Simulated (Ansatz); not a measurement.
Relaxation of a generated trial cell of In2Se3 in the AFLOW prototype A2B3_tP10_127_g_ah (D5_a); 10 atoms in the cell, which starts as P4/mbm (No. 127), tP10; a = b = 7.5672 Å, c = 4.0124 Å, α = β = γ = 90.00°. These are r2SCAN (plane waves to 500 eV, PAW, scalar-relativistic; Ansatz, a program for electronic structure) values and carry that method's errors. Γ-centred k-mesh 3×3×6 on the run's cell (coarser than for final values), Fermi–Dirac smearing 0.05 eV. This is the first round of the run. 

The optimiser's lines from the output (shortened; P is positive under compression):

```
relax step   1: F+E_penalty+E_count = -55314.74087983 eV  Δ(F+E_penalty+E_count) = +0.000e0 eV  max|allowed force component| = 2.828e0 eV/Å  Δτ_max = 0.0000 Å  P = +2.750 GPa  Ω = 229.758 Å³  (10 SCF iters, dr2 threshold 1.00e-7 eV, accepted)
relax step   2: F+E_penalty+E_count = -55316.56926942 eV  Δ(F+E_penalty+E_count) = -1.828e0 eV  max|allowed force component| = 7.412e-1 eV/Å  Δτ_max = 0.1949 Å  P = +0.092 GPa  Ω = 231.187 Å³  (9 SCF iters, dr2 threshold 1.00e-6 eV, accepted)
relax step   3: F+E_penalty+E_count = -55317.44902733 eV  Δ(F+E_penalty+E_count) = -8.798e-1 eV  max|allowed force component| = 4.190e-1 eV/Å  Δτ_max = 0.1950 Å  P = +1.209 GPa  Ω = 225.162 Å³  (9 SCF iters, dr2 threshold 1.00e-6 eV, accepted)
relax step   4: F+E_penalty+E_count = -55317.87394527 eV  Δ(F+E_penalty+E_count) = -4.249e-1 eV  max|allowed force component| = 4.090e-1 eV/Å  Δτ_max = 0.1951 Å  P = +1.550 GPa  Ω = 224.337 Å³  (9 SCF iters, dr2 threshold 1.00e-6 eV, accepted)
relax step   5: F+E_penalty+E_count = -55318.10216952 eV  Δ(F+E_penalty+E_count) = -2.282e-1 eV  max|allowed force component| = 1.763e-1 eV/Å  Δτ_max = 0.0683 Å  P = +0.275 GPa  Ω = 227.228 Å³  (8 SCF iters, dr2 threshold 1.00e-6 eV, accepted)
relax step   6: F+E_penalty+E_count = -55318.15309149 eV  Δ(F+E_penalty+E_count) = -5.092e-2 eV  max|allowed force component| = 1.994e-2 eV/Å  Δτ_max = 0.0827 Å  P = +0.220 GPa  Ω = 229.255 Å³  (8 SCF iters, dr2 threshold 1.00e-6 eV, accepted)
relax step   7: F+E_penalty+E_count = -55318.15530228 eV  Δ(F+E_penalty+E_count) = -2.211e-3 eV  max|allowed force component| = 2.726e-3 eV/Å  Δτ_max = 0.0171 Å  P = +0.027 GPa  Ω = 230.245 Å³  (7 SCF iters, dr2 threshold 2.68e-7 eV, accepted)
relax step   8: F+E_penalty+E_count = -55318.15535442 eV  Δ(F+E_penalty+E_count) = -5.214e-5 eV  max|allowed force component| = 7.929e-4 eV/Å  Δτ_max = 0.0023 Å  P = -0.005 GPa  Ω = 230.446 Å³  (7 SCF iters, dr2 threshold 1.49e-8 eV, accepted)
relax step   9: F+E_penalty+E_count = -55318.15637846 eV  Δ(F+E_penalty+E_count) = -1.024e-3 eV  max|allowed force component| = 8.505e-4 eV/Å  Δτ_max = 0.0000 Å  P = -0.001 GPa  Ω = 230.446 Å³  stress off target by 1.19e-2 GPa  SCF on the basis re-selected at this cell (its energy is not comparable with the rows above)  (8 SCF iters)
```

From the first to the last row the energy changes by -0.34 eV/atom and the volume by +0.3 %. The last row is marked as not comparable with the walk above it, whose basis was carried along; it does compare with step 1, since both stand on a basis selected at the nominal cutoff for their own cell.

Later rounds, restarted from the end of this one on a renewed k-mesh, logged 4 more steps and released under 0.01 eV/atom more. The final structure after all rounds: P4/mbm (No. 127), tP10; a = 7.888 Å, b = 7.888 Å, c = 3.711 Å, α = 90.00°, β = 90.00°, γ = 90.00°. Between re-selections the logged energies stand on a plane-wave basis carried along with the cell. No spin polarisation in the result.

The run could not lose the symmetry of its start: the end is stationary, and may be a saddle point rather than a minimum.

The relaxed structure here is a generated cell of In2Se3: the first start was made by placing the elements on the sites of a structure type, and the end was not matched to a known phase here, so it may be hypothetical.
